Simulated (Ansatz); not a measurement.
# GdSi₂ in the AlB2-type structure

The computed numbers are results of PBEsol, scalar-relativistic (collinear spin) in the plane-wave PAW code Ansatz at 420 eV, Γ-centred 10×10×8 mesh, 0.05 eV Gaussian smearing. The datasets are Ansatz's generated set soft_2.

```yaml
crystal:
  lattice:
    - [4.04997, 0.00000, 0.00000]
    - [-2.02498, 3.50737, 0.00000]
    - [0.00000, 0.00000, 3.94367]
  atoms:
    - { symbol: Gd, position: [0.00000, 0.00000, 0.00000] }
    - { symbol: Si, position: [0.33333, 0.66667, 0.50000] }
    - { symbol: Si, position: [0.66667, 0.33333, 0.50000] }
```

This is a trial structure made by placing the elements on a prototype's sites, so it needn't be the stable form.

Magnetic state: ferromagnetic, site spin moments Gd 6.81; Si -0.06 μB.

The cell is relaxed to zero pressure at this level.

The cell has space group P6/mmm (read at 0.01 Å). In it the stress is -0.04, -0.04, -0.02, 0.00, 0.00, 0.00 GPa and the largest force component 0.000 eV/Å. Each change below starts from this cell, without further relaxation. Stress is in GPa, positive in compression, in the order xx, yy, zz, yz, xz, xy; energies are counted from the cell above and are free energies with the smearing's entropy, which match forces and stress in a metal.

Problem. One atom was moved along a Cartesian axis, and these forces appeared. Which atom, and about how far?
```tsv
atom	Fx (eV/Å)	Fy	Fz
Gd1	0.000	0.109	0.000
Si2	0.000	-0.583	0.000
Si3	0.000	0.474	0.000
```

Solution. Atom 2 (Si) is moved by 0.05 Å along y; the energy changes by 14.4 meV per cell.

Problem. What stress follows from an engineering strain of -2 % in yz, atoms carried along?

Solution. -0.01, 0.08, 0.03, 1.39, 0.00, 0.00 GPa; the energy changes by 4.9 meV per cell.
The change of the stress over the strain gives a clamped-atom stiffness of about 70 GPa for this component.
In a harmonic crystal the energy would rise by V(½Cε² − σ₀ε), with σ₀ the stress of the unstrained cell, = 4.9 meV, which matches.

Without a U the 4f levels of Gd lie too near the Fermi level, so their share of the states there, and what hangs on it, is overstated. These numbers lack spin–orbit coupling. The run wasn't fully tested for a lower electronic state. Site moments are of spin, integrated over atomic spheres. No antiparallel order was tried.
